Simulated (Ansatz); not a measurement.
NaF (rock salt, Fm-3m), PBE in the plane-wave PAW code Ansatz. The conduction-band minimum lies at Γ, with 1 equivalent valley. Second derivatives d²E/dk² of the lowest band at one valley (eV·Å²), along Cartesian directions:

```
direction  d²E/dk²
---------  -------
[100]        13.49
[010]        13.49
[001]        13.49
[110]        13.49
[101]        13.49
[011]        13.49
```

**Question.** Find the principal effective masses, the density-of-states mass and the conductivity mass.

**Answer.** Off-diagonal terms follow from H_xy = H[110] − (H_xx + H_yy)/2, and m*/mₑ = 7.620 eV·Å² over each eigenvalue: 0.56, 0.56, 0.56. One valley's DOS mass (m₁m₂m₃)^(1/3) = 0.56, conductivity mass 3/(Σ 1/mᵢ) = 0.56 mₑ.

**Question.** What effective density of states Nc follows at 300 K for parabolic valleys?

**Answer.** Nc = 2.509e19 × 1 × (0.56)^(3/2) ≈ 1.1e19 cm⁻³.

**Question.** With the computed static dielectric constant 5.63 (mean of the diagonal), estimate a hydrogenic donor's binding energy and radius.

**Answer.** E = 13.606 eV × 0.56/5.63² ≈ 240 meV; a = 0.529 Å × ε/m* ≈ 5.3 Å. Semilocal masses tend to be too small where the gap is.

**Question.** With ε∞ = 1.86 and ω_LO = 389 cm⁻¹, what Fröhlich coupling constant follows?

**Answer.** α = (1/ε∞ − 1/ε0) √(m* × 13.606 eV/ħω_LO) = 4.5.

The PBE relaxation kept the symmetry of its start; phonons on a q-mesh show no instability.

Potentials: the later of the program's two PAW sets.
